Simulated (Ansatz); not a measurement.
One crystal and one scan (frozen-phonon scan) at two levels, PBE (plane waves to 420 eV, PAW, scalar-relativistic; Ansatz, a program for electronic structure) and r2SCAN (plane waves to 500 eV, PAW, scalar-relativistic; Ansatz), each from its own relaxed cell and on its own mesh.

The crystal is BN (zinc blende); a phonon pattern at Γ is frozen into a 2-atom cell, Q being the largest atomic displacement.

BN was relaxed with its symmetry unable to fall. The PAW data are Ansatz's earlier set. Both scans cover Q from -0.180 to 0.180 Å.

```
quantity                                                                                  run 1  run 2
----------------------------------------------------------------------------------------  -----  -----
Lattice constant a (Å)                                                                    3.609  3.624
Band gap of the relaxed cell, no spin-orbit coupling (eV)                                  4.99   4.46
Energy at Q = 0.180 Å (meV/cell)                                                           1111   1072
Harmonic wavenumber from the curvature (finite differences) (cm⁻¹ (negative: imaginary))   1042   1025
```

Task: Which run is which level?

Result: Run 2 is PBE, run 1 is r2SCAN. PBE gives the higher value for: lattice constant a. PBE gives the lower value for: band gap of the relaxed cell, no spin-orbit coupling; energy at Q = 0.180 Å; harmonic wavenumber from the curvature. Both give the same space group of the distorted cell: Imm2 (No. 44), lowered from F-43m.

(A displaced cell: forces are minus the slopes of the energy, force constants its curvatures, and phonons follow from these.)
